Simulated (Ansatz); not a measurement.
The relaxed structure here is a generated cell of Au: the first start was made by placing the elements on the sites of a structure type, and the end was not matched to a known phase here, so it may be hypothetical. Known forms of Au include space group No. 225.

One starting cell of Au (a generated cell, Au placed in the AFLOW prototype A_tI2_139_a (A_a)) was relaxed twice with Ansatz (plane waves, PAW, scalar-relativistic): with r2SCAN at 500 eV and with PBE at 420 eV. The r2SCAN result:

```
Au
1.0
   -1.74083     1.74083     1.45906
    1.74083    -1.74083     1.45906
    1.74083     1.74083    -1.45906
Au
1
Direct
  0.00000   0.00000   0.00000
```

| quantity | r2SCAN | PBE |
|---|---|---|
| space group | I4/mmm | I4/mmm |
| volume (Å³/atom) | 17.69 | 18.10 |
| a (Å) | 3.482 | 3.502 |
| c (Å) | 2.918 | 2.952 |
| gap (eV, no spin-orbit coupling) | 0.00 | 0.00 |

Both levels end in the same structure; PBE's volume is 2.4 % larger. Neither column is exact.

No spin polarisation in the result.

The run could not lose the symmetry of its start, so the end can be a saddle point.

Ansatz is an electronic-structure program.
